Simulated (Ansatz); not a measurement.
TiAl:
```yaml
crystal:
  lattice:
    - [2.76469, 0.00000, 0.00000]
    - [0.00000, 2.76469, 0.00000]
    - [0.00000, 0.00000, 4.00395]
  atoms:
    - { symbol: Al, position: [0.50000, 0.50000, 0.50000] }
    - { symbol: Ti, position: [0.00000, 0.00000, 0.00000] }
```

Relaxed with LDA. Special points in fractions of this cell's reciprocal vectors: Γ (0.000, 0.000, 0.000); X (0.000, 0.500, 0.000); M (0.500, 0.500, 0.000); Z (0.000, 0.000, 0.500); R (0.000, 0.500, 0.500); A (0.500, 0.500, 0.500).

### Question
List the band energies nearest the Fermi level at these points for LDA in the plane-wave PAW code Ansatz.

### Answer
In eV from the Fermi level; about four levels below and three above (degenerate sets whole), none deeper than 8.9 eV; points with the same levels are listed once.

| k | below | above |
|---|---|---|
| Γ | -1.99 -0.92 -0.28 | 2.29 2.29 3.49 |
| X | -4.64 -4.52 -1.83 -0.29 | 1.79 2.69 4.68 |
| M | -0.36 -0.36 -0.28 -0.28 | 4.58 5.38 6.25 |
| Z | -7.70 -5.33 -0.74 | 0.60 1.93 1.93 |
| R | -5.06 -2.96 -1.20 -1.00 | 1.40 1.84 2.45 |
| A | -2.71 -2.37 -2.37 | 2.06 2.25 2.80 |

Space group P4/mmm (L1₀ or tetragonal B2). The cell was relaxed with LDA under the symmetry of its start; of distortions, only those at the zone centre were tested. No spin polarisation was allowed.

Potentials: the later of the program's two PAW sets.
